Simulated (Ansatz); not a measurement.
## SrCo₂As₂ (I4/mmm): electronic heat capacity from the density of states

Theory: DFT PBEsol, scalar-relativistic, plane waves, PAW in Ansatz 0.2.0.

Cutoff 420 eV; k points 12×12×12 on the computed 5-atom cell (Γ-centred); Gaussian smearing, width 0.10 eV; collinear spin from starting moments 0 0.48 0.48 0 0 μB.

Relaxed cell: I4/mmm, a = 3.896 Å, b = 3.896 Å, c = 11.487 Å, α = 90.00°, β = 90.00°, γ = 90.00°, 5 atoms in the primitive cell. Whether it is the stable form of this composition wasn't checked.

The density of states at the Fermi level is 3.296 states/eV in the cell of 5 atoms (1 formula unit; both spins, tetrahedra on a 18×18×18 mesh). The run ends with a moment of 0.89 μB a cell (largest on a site 0.43 μB), and the figure is for this state; a paramagnetic sample can have a quite different one. Another magnetic order, if the compound takes it, can change N(E_F) and the shape of the cell a good deal, and may open a gap, where γ is close to zero.

**Question.** What Sommerfeld coefficient does this give?

**Answer.** Per formula unit N(E_F) = 3.296 states/eV. γ = (π²/3) k_B² N(E_F) N_A = 2.357 mJ/(mol K²) per state/eV, so γ = 7.8 mJ/(mol K²), a mole of formula units. This is the bare band result: a measured γ of the same phase and magnetic order is as a rule larger by a factor 1 + λ from phonons and spin fluctuations. N(E_F) at one energy is sensitive to the mesh where the density of states has sharp peaks.

Only this magnetic start was tried.